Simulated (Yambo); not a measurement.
**Excitons in AgI monolayer**

```
CELL_PARAMETERS angstrom
      4.41028     0.00000     0.00000
     -2.20514     3.81942     0.00000
      0.00000     0.00000    17.30000
ATOMIC_POSITIONS crystal
  Ag 0.00000 0.00000 0.04446
  Ag 0.66667 0.33333 0.95554
  I  0.00000 0.00000 0.88112
  I  0.66667 0.33333 0.11888
```

The layer was cut from Materials Project entry mp-580941 and relaxed with PBEsol in a cell 17.3 Å high, with the Coulomb interaction truncated along z.

BSE in Yambo on PBEsol (pw.x of Quantum ESPRESSO, ONCV potentials, without SOC) bands: 12×12×1 mesh, 12 valence and 4 conduction bands, static screening with 82 bands and a 3 Ry block, scissor 1.91 eV, Tamm-Dancoff, stochastic integration of W near q = 0; field along x.

```
state  energy (eV)  states within 2 meV  relative strength   class    main transitions
-----  -----------  -------------------  -----------------  ------  ------------------
1             2.92                    2               1.00  strong      VB → CB (65 %)
2             3.25                    2             < 0.01    dark  several band pairs
3             3.34                    1             < 0.01    dark     VB → CB (100 %)
4             3.38                    2               0.11  strong      VB → CB (63 %)
5             3.42                    2             < 0.01    dark      VB → CB (81 %)
6             3.53                    1             < 0.01    dark  several band pairs
7             3.53                    1             < 0.01    dark      VB → CB (98 %)
8             3.57                    1             < 0.01    dark    VB−1 → CB (93 %)
```

These are vertical excitations (zero momentum). The direct quasiparticle gap on this mesh is 3.93 eV; counted from there, state 1 is bound by 1.00 eV. Convergence with the mesh was not shown.

Spin singlets only. Strengths are relative to the strongest of the lowest states of this run; strong means a line over 3 % of the spectrum's maximum, dark under 0.03 %. Absolute energies carry the error of the G0W0 scissor, whose convergence isn't established.

Without spin-orbit coupling, band edges of such heavy elements can be off by tenths of an eV.

This is a model layer cut from the bulk structure; whether it is stable on its own was not checked.
